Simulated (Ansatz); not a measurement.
# Ag$_{4}$Sb$_{2}$Mo: reading a single point

```
Mo Ag Sb
1.0
     2.25538    3.90644    0.00000
    -2.25538    3.90644    0.00000
     0.00000   -2.60429    7.85837
Mo Ag Sb
1 4 2
Direct
  0.00000 0.00000 0.00000
  0.14196 0.14196 0.42588
  0.85804 0.85804 0.57412
  0.43411 0.43411 0.30233
  0.56589 0.56589 0.69767
  0.25634 0.25634 0.76902
  0.74366 0.74366 0.23098
```

The numbers come from plane-wave PAW DFT (Ansatz): PBEsol, no spin polarisation, 420 eV, 7×7×7 Γ-centred k points, methfessel-paxton occupations (width 0.04 eV). Nothing was relaxed.

**At the Fermi level.** It is a metal, with about 7.3 states/eV a cell as the mean within 0.25 eV of the Fermi level, mostly Mo d (79 %).
**Contacts.** Ag–Sb at 2.66 Å: least valence density 0.38 e/Å³ and ELF 0.33 there. Ag–Ag at 2.78 Å: least valence density 0.26 e/Å³ and ELF 0.17 there. Mo–Sb at 3.17 Å: least valence density 0.20 e/Å³ and ELF 0.30 there. These are pseudo-fields; inside the PAW spheres they differ from the all-electron ones.
**Forces.** The largest is on Sb6 (and as large on other atoms): 2.83 eV/Å, components (0.00, 0.00, 2.83). It makes 102° with the line to a nearest neighbour, Ag5 at 2.66 Å.
**Formation energy.** 0.59 eV an atom against the elements' usual phases (free molecules for gases, crystals otherwise, with no correction for O₂ or N₂), so at this geometry it isn't bound against them. Relaxing would lower it.

Origin: a known structure type with other elements, at an estimated volume, so it need not be a known compound. Caveats: many states at the Fermi level without spin polarisation, so a magnetic state may lie lower; atoms or cell far from equilibrium.
